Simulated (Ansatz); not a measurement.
NbSiB (Cmcm), relaxed and computed with several functionals in Ansatz (plane waves, PAW).

```tsv
functional	a (Å)	c (Å)	V (Å³/atom)	ΔH_f (eV/atom)
PBE	3.299	3.187	11.85	-0.60
r²SCAN	[?]	[?]	[?]	[?]
PBEsol	3.270	3.167	11.59	-0.69
```

Q: What belongs in the gaps?

A: 
- r²SCAN, a (Å): 3.290
- r²SCAN, c (Å): 3.178
- r²SCAN, V (Å³/atom): 11.72
- r²SCAN, ΔH_f (eV/atom): -0.61

Typed or built starts, not in the databases checked: NbSiB, Cmcm (Si on 4c, B on 4c, Nb on 4c). All cells were relaxed under the symmetry of their starts (and spin orders); stability against distortions was not tested throughout. Rows with no word on spin ran without spin polarisation. Spin–orbit coupling is left out wherever it is not named.

Potentials: the later of the program's two PAW sets.

Ansatz (a quantum-chemistry and plane-wave program) is a plane-wave DFT program.

Formation energies count from the lowest solids of the elements computed at the same level, not from gases.
